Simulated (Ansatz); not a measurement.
GaN (wurtzite), relaxed with r²SCAN (Ansatz, a program for electronic structure, plane waves, PAW): a = 3.183 Å, b = 3.183 Å, c = 5.184 Å, α = 90.00°, β = 90.00°, γ = 120.00°.

- gap (eV): 2.35
- ΔH_f (eV/atom): -0.64

The same phase is relaxed and computed with PBE in the same code. What are the cell and these values now?

a = b = 3.2185 Å, c = 5.2432 Å, α = β = 90.00°, γ = 120.00°.

gap (eV): 1.71
ΔH_f (eV/atom): -0.43

All cells were relaxed under the symmetry of their starts (and spin orders); stability against distortions was not tested throughout. Scalar-relativistic: spin–orbit coupling is off unless named, which matters more the heavier the elements.

Potentials: the earlier of the program's two PAW sets.

Ansatz is a plane-wave DFT program.

Formation energies count from the lowest solids of the elements computed at the same level, not from gases.
